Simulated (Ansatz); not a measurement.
GaSb:
```cif
data_GaSb
_chemical_formula_sum 'Ga1 Sb1'
_space_group_name_H-M_alt 'P 1'
_space_group_IT_number 1
_cell_length_a 4.14387
_cell_length_b 4.14387
_cell_length_c 4.14387
_cell_angle_alpha 134.415
_cell_angle_beta 104.148
_cell_angle_gamma 93.194
loop_
_space_group_symop_operation_xyz
  'x, y, z'
loop_
_atom_site_label
_atom_site_type_symbol
_atom_site_fract_x
_atom_site_fract_y
_atom_site_fract_z
_atom_site_occupancy
Ga1 Ga 0.00000 0.00000 0.00000 1
Sb1 Sb 0.50000 0.50000 0.00000 1
```

Relaxed with r²SCAN.

Which orbitals make up the states near the Fermi level in plane-wave PAW r²SCAN (Ansatz code)?

Within 0.5 eV of the Fermi level: Sb 5p 49 %, Ga 4p 26 %, Ga 4s 16 %, Sb 5s 6 %. Projections are on Löwdin-orthogonalised atomic valence shells; empty p or d shells of many metals are not among them.

Tabulate the density of states.

States/eV per cell of 2 atoms, in 0.25 eV bins, energy from the Fermi level.

```csv
E (eV),total,Sb 5p,Ga 4p,Ga 4s
-7.85,0.25,0.10,0.02,0.12
-7.60,0.31,0.12,0.03,0.14
-7.35,0.39,0.14,0.04,0.18
-7.10,0.42,0.14,0.05,0.20
-6.85,0.44,0.15,0.05,0.21
-6.60,0.56,0.20,0.06,0.26
-6.35,0.74,0.26,0.07,0.35
-6.10,0.86,0.30,0.07,0.41
-5.85,0.78,0.27,0.06,0.36
-5.60,0.64,0.23,0.06,0.27
-5.35,0.62,0.27,0.11,0.16
-5.10,0.47,0.19,0.09,0.11
-4.85,0.55,0.24,0.13,0.11
-4.60,0.62,0.28,0.16,0.11
-4.35,0.66,0.30,0.18,0.11
-4.10,0.70,0.33,0.20,0.11
-3.85,0.76,0.37,0.22,0.11
-3.60,0.80,0.39,0.24,0.11
-3.35,0.82,0.41,0.25,0.10
-3.10,0.84,0.43,0.26,0.09
-2.85,0.87,0.45,0.27,0.09
-2.60,0.95,0.50,0.29,0.09
-2.35,1.08,0.60,0.34,0.09
-2.10,1.11,0.63,0.34,0.08
-1.85,1.14,0.66,0.34,0.08
-1.60,1.10,0.64,0.33,0.08
-1.35,1.06,0.63,0.30,0.08
-1.10,0.94,0.56,0.24,0.09
-0.85,0.89,0.53,0.21,0.09
-0.60,0.83,0.48,0.19,0.10
-0.35,0.79,0.44,0.17,0.12
-0.10,0.73,0.37,0.17,0.12
0.15,0.71,0.32,0.20,0.12
0.40,0.72,0.31,0.21,0.12
0.65,0.72,0.31,0.22,0.12
0.90,0.82,0.32,0.28,0.13
1.15,0.94,0.35,0.35,0.13
1.40,0.99,0.38,0.36,0.14
1.65,0.97,0.37,0.37,0.12
1.90,0.94,0.37,0.35,0.12
2.15,0.92,0.36,0.35,0.11
2.40,0.92,0.36,0.35,0.10
2.65,0.93,0.34,0.38,0.09
2.90,0.89,0.31,0.39,0.07
3.15,0.89,0.29,0.42,0.05
3.40,0.88,0.28,0.43,0.05
3.65,1.00,0.30,0.47,0.04
3.90,1.06,0.29,0.50,0.04
4.15,1.19,0.32,0.53,0.05
4.40,1.23,0.33,0.52,0.05
4.65,1.18,0.29,0.49,0.05
```

Space group Immm. The workflow started from a Materials Project entry (that database holds measured and hypothetical structures alike); the Crystallography Open Database copy checked does not list it. It is not the phase usual at ambient conditions (space group No. 216). The cell was relaxed with r²SCAN under the symmetry of its start; phonons show weakly imaginary modes. Spin–orbit coupling is left out wherever it is not named.

Potentials: the later of the program's two PAW sets.
